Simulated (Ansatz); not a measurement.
Input file for Ansatz (a program for electronic structure):

Ansatz 0.2 input:
```yaml
crystal:
  lattice:
    - [3.8446998193, 0.0, 0.0]
    - [0.0, 3.8446998193, 0.0]
    - [0.0, 0.0, 3.6324792669]
  atoms:
    - { symbol: Sr, position: [0.5, 0.5, 0.5] }
    - { symbol: V, position: [0.0, 0.0, 0.0] }
    - { symbol: O, position: [0.5, 0.0, 0.0] }
    - { symbol: O, position: [0.0, 0.5, 0.0] }
    - { symbol: H, position: [0.0, 0.0, 0.5] }
kpoints:
  mp_grid: { grid: [15, 15, 16] }
hamiltonian:
  xc: pbesol
  pseudopotentials: { kind: paw }
scf:
  occupations: { method: fermi_dirac, width: 0.1 }
elastic: { mode: relaxed_ion, stencil: two_point, amplitude: 0.005, f_tol: 0.0005 }
```

Output (shortened):

```
Pseudopotential: Sr, paw, valence charge 10
Pseudopotential: V, paw, valence charge 13
Pseudopotential: O, paw, valence charge 6
Pseudopotential: H, paw, valence charge 1
Functional definition: PBEsol
Crystal: 5 atoms, lattice volume = 53.694 Å³
Basis set: ecut = 420 eV, 1045 PW (Γ), exchange–correlation on 54×54×50 points (8 copies of the dense FFT grid, shifted against one another)
Bands: 23, of which v1, the nominal top of the filled ones, is band 18 counted from 1 (17 counted from 0)
Symmetry: 16 space group operations
Space group: P4/mmm (ITA 123), of the structure as read, at distance tolerance 3.8e-5 Å
k-points: 324 of 3600
the search or the solves at the SCF's close seem to have found levels that the self-consistency loop had missed (the run counts 3) …
SCF 1 converged in 13 iterations: F = -7519.992874 eV  dr2 = 1.34e-14
Crystal: 5 atoms, lattice volume = 53.426 Å³
Basis set: ecut = 420 eV, 1037 PW (Γ), exchange–correlation on 54×54×50 points (8 copies of the dense FFT grid, shifted against one another)
Symmetry: 8 space group operations
k-points: 576 of 3600
SCF 2 converged in 12 iterations: F = -7519.991152 eV  dr2 = 1.27e-14
Crystal: 5 atoms, lattice volume = 53.963 Å³
Basis set: ecut = 420 eV, 1053 PW (Γ), exchange–correlation on 54×54×50 points (8 copies of the dense FFT grid, shifted against one another)
SCF 3 converged in 9 iterations: F = -7519.991579 eV  dr2 = 1.54e-14
Crystal: 5 atoms, lattice volume = 53.426 Å³
Basis set: ecut = 420 eV, 1029 PW (Γ), exchange–correlation on 54×54×50 points (8 copies of the dense FFT grid, shifted against one another)
SCF 4 converged in 10 iterations: F = -7519.991241 eV  dr2 = 8.73e-14
Crystal: 5 atoms, lattice volume = 53.963 Å³
SCF 5 converged in 9 iterations: F = -7519.992723 eV  dr2 = 3.27e-14
Crystal: 5 atoms, lattice volume = 53.694 Å³
Basis set: ecut = 420 eV, 1047 PW (Γ), exchange–correlation on 54×54×50 points (8 copies of the dense FFT grid, shifted against one another)
Symmetry: 4 space group operations
k-points: 968 of 3600
SCF 6 converged in 10 iterations: F = -7519.992536 eV  dr2 = 1.00e-14
Crystal: 5 atoms, lattice volume = 53.694 Å³
SCF 7 converged in 8 iterations: F = -7519.992536 eV  dr2 = 7.36e-14
Crystal: 5 atoms, lattice volume = 53.694 Å³
SCF 8 converged in 10 iterations: F = -7519.992381 eV  dr2 = 2.76e-14
Crystal: 5 atoms, lattice volume = 53.694 Å³
SCF 9 converged in 8 iterations: F = -7519.992381 eV  dr2 = 2.62e-14
SCF converged after 13 iterations
Free energy (F): -7519.992874 eV
Harris-Foulkes:  -7519.992874 eV  (|F-HF|=1.82e-12)
Internal energy: -7519.918926 eV  (E = F + TS)
E sigma→0 (E₀):  -7519.955900 eV
Entropy (-TS):   -0.073949 eV (-14.790 meV/atom)
Fermi energy:    12.809594 eV
--- Per-component energies (eV) ---
  E_band       = -230.616255
  E_kinetic    = 949.431772
  E_local      = -2404.999716  (includes V_loc(G=0)·N_el)
  E_nonlocal   = 256.164258
  E_hartree    = 903.482940
  E_xc         = -458.426438
  E_vxc        = -528.649939  (∫ρ·V_xc dr)
  E_paw        = -4035.256145  (= ΣΔE_a)
  E_vpaw       = -309.532441  (= ΣTr[D̂ρ^β])
  E_aug_tail   = 0.003927  (compensation charges beyond the density's cutoff)
  E_ewald      = -2730.674126
  E_core_change = 0.354602  (= ΣΔE_core)
  E_smearing   = -0.073949  (= −TS)
  E_closure    = 0.000000  (closes the sum)
  Σ components = -7519.992874   (vs F -7519.992874, Δ=0.00e0)
--- Forces (eV/Å), atoms counted from 1 ---
  atom   1  Sr     0.00000000     0.00000000     0.00000000
  atom   2  V      0.00000000     0.00000000     0.00000000
  atom   3  O      0.00000000     0.00000000     0.00000000
  atom   4  O      0.00000000     0.00000000     0.00000000
  atom   5  H      0.00000000     0.00000000     0.00000000
  max |Σ_I F_I| component: 0.0 eV/Å
--- Stress (GPa, compression-positive) ---
        0.106536       0.000000       0.000000
        0.000000       0.106536       0.000000
        0.000000       0.000000       0.438586
  P = ⅓ Tr σ = 0.2172 GPa (2.172 kbar)
--- Band table (eV; the first three rows and the last of 324) ---
  k-point 0: bands = ["-52.0313", "-26.1588", "-26.1588", "-25.7935", "-22.2872", "-7.3157", "-6.5097", "-4.3580", "-4.3580", "-4.2434", "5.9672", "7.2912", "7.2912", "8.1234", "8.6814", "9.2936", "9.2936", "11.9172", "12.3332", "12.3332", "14.4246", "15.1213", "15.8581"]
  k-point 1: bands = ["-52.0312", "-26.1587", "-26.1587", "-25.7950", "-22.2849", "-7.3461", "-6.5068", "-4.3538", "-4.3538", "-4.2139", "5.9523", "7.2703", "7.2703", "8.1594", "8.6295", "9.2819", "9.2819", "11.9255", "12.3205", "12.3205", "14.4277", "15.1537", "15.9492"]
  k-point 2: bands = ["-52.0310", "-26.1585", "-26.1585", "-25.7991", "-22.2784", "-7.4302", "-6.4984", "-4.3417", "-4.3417", "-4.1321", "5.9021", "7.2105", "7.2105", "8.2788", "8.4876", "9.2521", "9.2521", "11.9493", "12.2829", "12.2829", "14.4347", "15.1901", "16.1535"]
  k-point 323: bands = ["-52.0284", "-26.1954", "-26.1954", "-25.8248", "-22.1835", "-6.3274", "-6.2963", "-4.7941", "-4.6367", "-4.6362", "5.2840", "5.9077", "6.4486", "7.3224", "7.3711", "7.7334", "9.8332", "13.1975", "13.8919", "13.8928", "14.5455", "17.5504", "17.5519"]
--- Elastic constants: 4 strain directions × 2 members + reference (group order 16) ---
  dense FFT box of the reference and of every strained cell: 27×27×25
  strains applied: 11, 33, 23, 12; error gains …
  C = ∂σ_k/∂η_j (tension-positive GPa; Voigt order 11 22 33 23 13 12):
       358.142    128.043     64.264      0.000      0.000      0.000
       128.043    358.142     64.264      0.000      0.000      0.000
        64.603     64.603    212.204      0.000      0.000      0.000
         0.000      0.000      0.000     78.275      0.000      0.000
         0.000      0.000      0.000      0.000     78.275      0.000
         0.000      0.000      0.000      0.000      0.000    113.868
  reference stress σ⁰ (GPa):     -0.107     -0.107     -0.439      0.000      0.000      0.000
  moduli (Voigt/Reuss/Hill, GPa): K = 160.26/145.31/152.78   G = 98.86/94.05/96.45   E = 239.06   ν = 0.239
  mechanically stable: yes (min eigenvalue of sym C = 78.27 GPa)
  strain η (Voigt 11):  stress-route row diagonal C_11 = 358.14 GPa, energy-path curvature d²(F+E_count+ΔE)/dδ²/Ω₀ = 358.10 GPa
         δ    σ_11 (GPa)             F (eV)   n_scf  n_hpsi   n_pw
    -5.000e-3      -1.9465       -7519.9911524      12  330460   1063   relax 0 steps, max|allowed force component| 0.0 eV/Å
     5.000e-3       1.6349       -7519.9915791       9  279285   1080   relax 0 steps, max|allowed force component| 0.0 eV/Å
  strain η (Voigt 33):  stress-route row diagonal C_33 = 212.20 GPa, energy-path curvature d²(F+E_count+ΔE)/dδ²/Ω₀ = 212.21 GPa
         δ    σ_33 (GPa)             F (eV)   n_scf  n_hpsi   n_pw
    -5.000e-3      -1.5223       -7519.9912408      10  170347   1062   relax 0 steps, max|allowed force component| 0.0 eV/Å
     5.000e-3       0.5997       -7519.9927231       9  151673   1075   relax 0 steps, max|allowed force component| 0.0 eV/Å
  strain η (Voigt 23):  stress-route row diagonal C_44 = 78.27 GPa, energy-path curvature d²(F+E_count+ΔE)/dδ²/Ω₀ = 78.45 GPa
         δ    σ_23 (GPa)             F (eV)   n_scf  n_hpsi   n_pw
    -5.000e-3      -0.3914       -7519.9925360      10  481488   1069   relax 0 steps, max|allowed force component| 0.0 eV/Å
     5.000e-3       0.3914       -7519.9925360       8  428657   1069   relax 0 steps, max|allowed force component| 0.0 eV/Å
  strain η (Voigt 12):  stress-route row diagonal C_66 = 113.87 GPa, energy-path curvature d²(F+E_count+ΔE)/dδ²/Ω₀ = 113.94 GPa
         δ    σ_12 (GPa)             F (eV)   n_scf  n_hpsi   n_pw
    -5.000e-3      -0.5693       -7519.9923815      10  295620   1068   relax 0 steps, max|allowed force component| 0.0 eV/Å
     5.000e-3       0.5693       -7519.9923815       8  254535   1068   relax 0 steps, max|allowed force component| 0.0 eV/Å
```

Cost: very roughly 5 core-minutes on shared cores.

The start of the workflow was typed in or built on a structure type; neither database checked (COD, Materials Project) lists it. Its standing as an ambient phase is unchecked. The cell was relaxed with PBEsol under the symmetry of its start; whether a distortion lowers the energy is not shown. No spin polarisation was allowed. No Hubbard U is applied. As this level gives no gap, shear constants depend on the k-mesh and smearing (Fermi–Dirac, 0.1 eV here). On the denser mesh and wider smearing of the elastic run this cell carries a stress of 0.4 GPa. Spin–orbit coupling is left out wherever it is not named.

Potentials: the later of the program's two PAW sets.

Ansatz is a plane-wave DFT program.
